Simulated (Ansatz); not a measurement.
Input deck for Ansatz 0.2.0, then the block of the output on the nuclei.

The cell is a computed structure from the Materials Project (it need not be an observed phase), taken as it stands.

```yaml
crystal:
  lattice:
    - [13.050215, 0.0, 0.0]
    - [0.0, 3.964236, 0.0]
    - [0.0, 0.0, 14.310917]
  atoms:
    - { symbol: Sb, position: [0.893586, 0.25, 0.737052] }
    - { symbol: Sb, position: [0.393586, 0.25, 0.762948] }
    - { symbol: Sb, position: [0.106414, 0.75, 0.262948] }
    - { symbol: Sb, position: [0.606414, 0.75, 0.237052] }
    - { symbol: Sb, position: [0.654277, 0.25, 0.614846] }
    - { symbol: Sb, position: [0.345723, 0.75, 0.385154] }
    - { symbol: Sb, position: [0.845723, 0.75, 0.114846] }
    - { symbol: Sb, position: [0.154277, 0.25, 0.885154] }
    - { symbol: Se, position: [0.214398, 0.25, 0.432159] }
    - { symbol: Se, position: [0.205312, 0.25, 0.707867] }
    - { symbol: Se, position: [0.794688, 0.75, 0.292133] }
    - { symbol: Se, position: [0.785602, 0.75, 0.567841] }
    - { symbol: Se, position: [0.705312, 0.25, 0.792133] }
    - { symbol: Se, position: [0.294688, 0.75, 0.207867] }
    - { symbol: Se, position: [0.040169, 0.25, 0.147198] }
    - { symbol: Se, position: [0.285602, 0.75, 0.932159] }
    - { symbol: Se, position: [0.540169, 0.25, 0.352802] }
    - { symbol: Se, position: [0.714398, 0.25, 0.067841] }
    - { symbol: Se, position: [0.459831, 0.75, 0.647198] }
    - { symbol: Se, position: [0.959831, 0.75, 0.852802] }
kpoints:
  mp_grid: { grid: [3, 7, 2] }
scf:
  occupations: { method: fermi_dirac, width: 0.02 }
hamiltonian:
  xc: r2scan
  pseudopotentials: { kind: paw }
output:
  forces: true
  stress: true
  populations: true
  efg: { quadrupole_moments_barn: { Sb: -0.543 }, contact_densities: true }
```

```sh
ansatz run input.yaml --threads 2 --pin off --max-ram 5120MiB --backend cpu --events-out ev --progress --plain --runs-dir out
```

Of the output, the block on the nuclei alone is shown; the set-up, the SCF iterations, energies, forces and stress are cut. One atom of each set with nearly equal values is shown.

```
--- PAW observables at the nuclei: V_zz in 10²¹ V/m², potentials from the cell's mean, atoms counted from 1 ---
  atom   1  Sb V_zz =   -21.426633   η = 0.0618   by run symmetry: allowed   C_q = +281.3249 MHz
            electrostatic potential = -8402.890588 V   contact ρ = 1349312.881737 e/Å³
  atom   5  Sb V_zz =   -18.287968   η = 0.1411   by run symmetry: allowed   C_q = +240.1152 MHz
            electrostatic potential = -8402.991747 V   contact ρ = 1349314.411301 e/Å³
  atom   9  Se V_zz =   -30.051572   η = 0.3641   by run symmetry: allowed
            electrostatic potential = -4707.463582 V   contact ρ = 262668.273866 e/Å³
  atom  10  Se V_zz =   -44.237263   η = 0.1614   by run symmetry: allowed
            electrostatic potential = -4707.590574 V   contact ρ = 262668.838793 e/Å³
  atom  15  Se V_zz =   -31.233610   η = 0.2169   by run symmetry: allowed
            electrostatic potential = -4707.256743 V   contact ρ = 262668.640530 e/Å³
```

Hardware: 2 threads of Arm Neoverse V2 (aarch64; 28 cores open to the job, memory cap 5.0 GiB, no GPU), a shared host with a load of 0.9 a core. Wall time 4.1 min, CPU time 8 min, peak memory 4.2 GiB.

The largest force is 0.4 eV/Å, so the atoms aren't at the calculated equilibrium and relaxing them would move these values. Without spin–orbit coupling (the program notes it for Sb) the gradients can shift somewhat, as the gap is small. With these PAW files V_zz is typically within 2 to 3 % of all-electron values, but misses above 10 % occur on Sb.
